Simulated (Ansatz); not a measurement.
**Hf, one cell by several methods**

```
CELL_PARAMETERS angstrom
3.27137 0.00000 0.00000
-1.63569 2.83309 0.00000
0.00000 0.00000 4.86189
ATOMIC_POSITIONS crystal
Hf 0.33333 0.66667 0.25000
Hf 0.66667 0.33333 0.75000
```

Atoms are numbered in the order listed.

The structure comes from a relaxation in the same program, started in the hcp type. Whether it is a known phase or the ground state wasn't checked. The listed cell was then made from it by scaling, straining or moving an atom.

Spin–orbit coupling is left out, though it moves levels of the heavy atoms by tenths of an eV or more.

All numbers are computed: DFT, PBE, PAW with Ansatz's default frozen-core files, scalar-relativistic (Ansatz 0.2.0); DFT, PBE, all-electron PAW with datasets made for the crystal, scalar-relativistic (Ansatz 0.2.0); DFT, PBE, all-electron LAPW, scalar-relativistic (Ansatz 0.2.0).

For PAW: a Γ-centred 14×14×8 k mesh, Fermi–Dirac smearing of 0.05 eV, cutoff 420 eV, no spin polarisation. The crystal-made all-electron datasets (AE datasets) take a cutoff of 400 eV at this cell. LAPW targets a basis error of 0.25 meV/atom. The Ansatz runs share mesh, smearing and spin set-up. Plane-wave (PAW) pressures include the program's estimate of the Pulay term.

Stress and pressure are positive in compression.

The change that made this cell: z strained by -4 % at fixed volume.

Spin–orbit coupling is left out, which moves gradients at and beside heavy atoms by some per cent and at worst by a factor of two.

In a metal, gradients converge slowly with the k mesh: the values move by tens of per cent from one mesh to another, at times in sign, so only the comparison on one mesh counts.

| quantity | PAW | AE datasets | LAPW |
| --- | --- | --- | --- |
| pressure (GPa) | 0.38 | 0.40 | 0.40 |
| stress xx (GPa) | -2.22 | -2.20 | -2.20 |
| stress zz (GPa) | 5.59 | 5.61 | 5.61 |
| field gradient Vzz at Hf1 (10²¹ V/m²) | 13.70 | 13.52 | – |

PAW's pressure differs from the LAPW value by -0.02 GPa. Datasets made for the crystal and LAPW share parts of one code, so their agreement isn't an independent check.
